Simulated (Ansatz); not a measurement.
Data:

BP:
```
CELL_PARAMETERS angstrom
      2.69062     0.00000     0.00000
      0.00000     2.69062     0.00000
      0.00000     0.00000     2.69062
ATOMIC_POSITIONS crystal
  B  0.00000 0.00000 0.00000
  P  0.50000 0.50000 0.50000
```

This is the PBEsol-relaxed structure.

**Question.** All from plane-wave PAW PBEsol (Ansatz code), unless another level is named. Give the electronic character.

**Answer.** metallic (no gap).

**Question.** What about the density of states at the Fermi level?

**Answer.** 0.39 states/eV per atom (mean over ±0.08 eV).

**Question.** And the formation energy from the elements (no fitted shifts)?

**Answer.** 1.30 eV/atom.

Space group Pm-3m (CsCl type). The start of the workflow was typed in or built on a structure type; neither database checked (COD, Materials Project) lists it. It is not the phase usual at ambient conditions (space group No. 216). The PBEsol relaxation kept the symmetry of its start. At this level the phase is dynamically unstable (imaginary phonons). The volume moved by 16 % from the start of the relaxation. Its formation energy is positive at this level, so the cell may be metastable or incomplete. The references are the lowest solids computed at this level, not always the standard phases.

Potentials: the later of the program's two PAW sets.
